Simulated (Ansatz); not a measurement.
K:
```
CELL_PARAMETERS angstrom
     -2.66236     2.66236     2.66236
      2.66236    -2.66236     2.66236
      2.66236     2.66236    -2.66236
ATOMIC_POSITIONS crystal
  K  0.00000 0.00000 0.00000
```

Relaxed with r²SCAN+D4. Special points in fractions of this cell's reciprocal vectors: Γ (0.000, 0.000, 0.000); H (0.500, -0.500, 0.500); N (0.000, 0.000, 0.500); P (0.250, 0.250, 0.250).

Problem. List the band energies nearest the Fermi level at these points for DFT-r²SCAN+D4 in the program Ansatz with PAW potentials.

Solution. In eV from the Fermi level; about four levels below and three above (degenerate sets whole), none deeper than 8.9 eV; points with the same levels are listed once.

| k | below | above |
|---|---|---|
| Γ | -2.29 | 4.70 4.70 4.70 |
| H | – | 1.77 1.77 3.67 3.67 3.67 |
| N | – | 0.55 0.60 3.46 |
| P | – | 1.51 1.51 1.51 |

Space group Im-3m (bcc (W type)). The cell was relaxed with r²SCAN+D4 under the symmetry of its start. The pairwise dispersion correction was not fitted to metals.

Potentials: the later of the program's two PAW sets.
